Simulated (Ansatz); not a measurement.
**CsMgPH₁₂O₁₀: a run for the field gradients**

```yaml
crystal:
  lattice:
    - [0.0, 5.0154, 5.0154]
    - [5.0154, 0.0, 5.0154]
    - [5.0154, 5.0154, 0.0]
  atoms:
    - { symbol: Cs, position: [0.75, 0.75, 0.75] }
    - { symbol: Mg, position: [0.0, 0.0, 0.0] }
    - { symbol: H, position: [0.8535103202, 0.2631997827, 0.2631997827] }
    - { symbol: H, position: [0.6200901145, 0.2631997827, 0.8535103202] }
    - { symbol: H, position: [0.2631997827, 0.8535103202, 0.6200901145] }
    - { symbol: H, position: [0.2631997827, 0.6200901145, 0.2631997827] }
    - { symbol: H, position: [0.6200901145, 0.2631997827, 0.2631997827] }
    - { symbol: H, position: [0.2631997827, 0.8535103202, 0.2631997827] }
    - { symbol: H, position: [0.2631997827, 0.6200901145, 0.8535103202] }
    - { symbol: H, position: [0.8535103202, 0.2631997827, 0.6200901145] }
    - { symbol: H, position: [0.8535103202, 0.6200901145, 0.2631997827] }
    - { symbol: H, position: [0.2631997827, 0.2631997827, 0.6200901145] }
    - { symbol: H, position: [0.2631997827, 0.2631997827, 0.8535103202] }
    - { symbol: H, position: [0.6200901145, 0.8535103202, 0.2631997827] }
    - { symbol: P, position: [0.25, 0.25, 0.25] }
    - { symbol: O, position: [0.7928387913, 0.2071612087, 0.2071612087] }
    - { symbol: O, position: [0.7928387913, 0.2071612087, 0.7928387913] }
    - { symbol: O, position: [0.2071612087, 0.7928387913, 0.7928387913] }
    - { symbol: O, position: [0.2071612087, 0.7928387913, 0.2071612087] }
    - { symbol: O, position: [0.7928387913, 0.7928387913, 0.2071612087] }
    - { symbol: O, position: [0.2071612087, 0.2071612087, 0.7928387913] }
    - { symbol: O, position: [0.3397561355, 0.3397561355, 0.3397561355] }
    - { symbol: O, position: [0.9807315934, 0.3397561355, 0.3397561355] }
    - { symbol: O, position: [0.3397561355, 0.3397561355, 0.9807315934] }
    - { symbol: O, position: [0.3397561355, 0.9807315934, 0.3397561355] }
kpoints:
  mp_grid: { grid: [4, 4, 4] }
scf:
  occupations: { method: fermi_dirac, width: 0.02 }
  max_iter: 80
hamiltonian:
  xc: PBE-sol
  pseudopotentials: { kind: paw }
output:
  forces: true
  stress: true
  populations: true
  efg:
    quadrupole_moments_barn: { Cs: -0.00343, Mg: 0.1994, H: 0.00285783, O: -0.02558 }
    contact_densities: true
```

```sh
ansatz run input.yaml --threads 1 --pin off --max-ram 2560MiB --backend cpu --events-out ev --progress --plain --runs-dir out
```

Q: What happens when this input is run?

A: The program refused the input. The input holds an unknown functional. The program says:

```
Error: YAML parse error: error: line 38 column 7: hamiltonian.xc: unknown variant `PBE-sol`, expected one of `lda`, `lda-pw`, `pw92`, `pbe`, `pbesol`, `rpbe`, `revpbe`, `blyp`, `pbe0`, `revpbe0`, `b3lyp`, `b3lyp5`, `hse06`, `wpbeh`, `hiss`, `lc_wpbe`, `cam_b3lyp`, `hf`, `r2scan`, `r2scanh`, `r2scan0`, `r2scan50`, `mr2scan`
  --> <input>:38:7
   |
36 |   max_iter: 80
37 | hamiltonian:
38 |   xc: PBE-sol
   |       ^ hamiltonian.xc: unknown variant `PBE-sol`, expected one of `lda`, `lda-pw`, `pw92`, `pbe`, `pbesol`, `rpbe`, `revpbe`, `blyp`, `pbe0`, `revpbe0`, `b3lyp`, `b3lyp5`, `hse06`, `wpbeh`, `hiss`, `lc_wpbe`, `cam_b3lyp`, `hf`, `r2scan`, `r2scanh`, `r2scan0`, `r2scan50`, `mr2scan`
39 |   pseudopotentials: { kind: paw }
40 | output:
   |
```

Against a sound input the change was `hamiltonian.xc`: pbe → PBE-sol; `scf.max_iter`: not typed → 80.

With the sound settings the run converges and gives V_zz (10²¹ V/m²) H 2.79 (η 0.15), O16 -12.31 (η 0.80), O22 8.75 (η 0.00), and under 0.004 at the other sites; a site carries the number of its first atom in the input. These hold for the positions as typed, which a relaxation reached. The lattice is static: at room temperature water may turn and average the couplings of its hydrogen. The entry's hydrogen positions were far off; the other atoms hardly move on relaxation.
